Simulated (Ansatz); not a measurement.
**CdS: computed property card**

CdS:
```yaml
crystal:
  lattice:
    - [4.12008, 0.00000, 0.00000]
    - [-2.06004, 3.56809, 0.00000]
    - [0.00000, 0.00000, 20.16145]
  atoms:
    - { symbol: Cd, position: [0.00000, 0.00000, 0.99979] }
    - { symbol: Cd, position: [0.00000, 0.00000, 0.49979] }
    - { symbol: Cd, position: [0.66667, 0.33333, 0.83324] }
    - { symbol: Cd, position: [0.33333, 0.66667, 0.33324] }
    - { symbol: Cd, position: [0.66667, 0.33333, 0.16656] }
    - { symbol: Cd, position: [0.33333, 0.66667, 0.66656] }
    - { symbol: S, position: [0.00000, 0.00000, 0.87462] }
    - { symbol: S, position: [0.00000, 0.00000, 0.37462] }
    - { symbol: S, position: [0.66667, 0.33333, 0.70808] }
    - { symbol: S, position: [0.33333, 0.66667, 0.20808] }
    - { symbol: S, position: [0.66667, 0.33333, 0.04140] }
    - { symbol: S, position: [0.33333, 0.66667, 0.54140] }
```

Space group P6_3mc (No. 186); conventional cell a = b = 4.1201 Å, c = 20.1615 Å, α = β = 90.00°, γ = 120.00°.

Method: PBEsol in the plane-wave PAW code Ansatz. Structure relaxed to zero pressure with the same functional. Other levels are named where they apply.

### Cell and energy

```yaml
volume_per_atom: 24.70 Å³
density: 4.86 g/cm³
Formation energy from the elements (no fitted shifts): -61 kJ/mol of atoms
```

### Electronic structure

```yaml
band_gap: 1.04 eV (direct)
valence_band_maximum: at Γ
conduction_band_minimum: at Γ
electron_effective_mass: 0.11 mₑ (isotropic)
Electron effective mass with spin–orbit coupling: 0.11 mₑ (isotropic)
Hole effective mass, band 1 of 2 at the edge: 1.6 along x, 1.6 along z (mₑ)
Hole effective mass, band 2 of 2 at the edge: 0.11 along x, 1.6 along z (mₑ)
Hole effective mass with spin–orbit coupling: 0.26, 0.26, 1.6 mₑ (principal values)
HSE06 gap on the PBEsol cell: 2.20 eV
Gap with spin–orbit coupling: 1.02 eV
```

### Mechanics

```yaml
Bulk modulus (Birch–Murnaghan fit): 61.3 GPa
Pressure derivative B′: 4.6
Elastic constants (relaxed ions, GPa): C11 = 86.6, C12 = 53.0, C13 = 44.2, C33 = 96.0, C44 = 15.2
mechanical_stability: stable (all eigenvalues of C positive)
hill_bulk_and_shear_moduli: 61.4 and 17.6 GPa
Young's modulus: 48.2 GPa
Poisson's ratio: 0.37
debye_temperature_from_the_elastic_constants: 219 K
Piezoelectric stress constants (proper, relaxed ions, C/m²): e15 = e24 = 0.16, e31 = e32 = 0.18, e33 = -0.34
```

A made-up cell: these elements were put on the sites of a structure type. Its sites differ from those of the usual phase in this space group: another stacking or structure type. The PBEsol relaxation kept the symmetry of its start; whether a distortion lowers the energy is not shown. Signs of piezoelectric constants follow the polarity of the cell as given. The references are the lowest solids computed at this level, not always the standard phases. Scalar-relativistic: spin–orbit coupling is off unless named, which matters more the heavier the elements.

Potentials: the later of the program's two PAW sets.
